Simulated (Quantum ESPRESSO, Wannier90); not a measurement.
# Wannierisation of Sr₂H₆Os (Fm-3m)

Structure: Materials Project mp-1078677, symmetrised, not relaxed again. Not found in the COD (Crystallography Open Database) copy used; not checked further. Computed values, not measurements, from PBEsol: Quantum ESPRESSO (norm-conserving PseudoDojo potentials, cutoff 60 Ry, no spin polarisation, no spin-orbit coupling) on a Γ-centred 4×4×4 mesh, then Wannier90. Density: 8×8×8 mesh, cold smearing 0.01 Ry. Spin-orbit coupling is left out although heavy elements are present.

```
begin unit_cell_cart
ang
    0.0000000000    3.8122800000    3.8122800000
    3.8122800000    0.0000000000    3.8122800000
    3.8122800000    3.8122800000    0.0000000000
end unit_cell_cart
mp_grid = 4 4 4
```

Neighbour vectors b of the finite-difference formula (Å⁻¹), by shell:

| shell | b_x | b_y | b_z |
|---|---|---|---|
| 1 | 0.20602 | 0.20602 | -0.20602 |
| 1 | 0.20602 | -0.20602 | 0.20602 |
| 1 | -0.20602 | 0.20602 | 0.20602 |
| 1 | 0.20602 | 0.20602 | 0.20602 |
| 1 | -0.20602 | -0.20602 | 0.20602 |
| 1 | -0.20602 | 0.20602 | -0.20602 |
| 1 | 0.20602 | -0.20602 | -0.20602 |
| 1 | -0.20602 | -0.20602 | -0.20602 |

Problem. Find the weights w_b from the completeness condition Σ_b w_b b_α b_β = δ_αβ.

Solution. Shell 1: Σ b_x² = 0.340, Σ b_y² = 0.340, Σ b_z² = 0.340 Å⁻²
Each of the three diagonal sums, weighted, has to give 1 and the off-diagonal ones 0, which holds for w_1 = 2.95 Å². Check on xx: 2.95×0.340 = 1.00.

On this mesh the 9 functions of bands 13-21 (valence bands; start: SCDM (isolated), conv_tol = 1.0e-6) end with spreads 1.9669, 1.9676, 1.9676, 1.6253, 1.6253, 1.6253, 1.6253, 1.6253, 1.6253 Å², Ω_I = 13.9050 Å² and Ω_D = 0.0009 Å².

Ω_total is the sum of the spreads, 15.654 Å². Ω_OD = Ω_total − Ω_I − Ω_D = 1.748 Å². Only (Ω_D + Ω_OD)/Ω_total = 11.2 % depends on the gauge, and another start could lower the total by that share at most. The rms radius is √(Ω_total/9) = 1.32 Å.
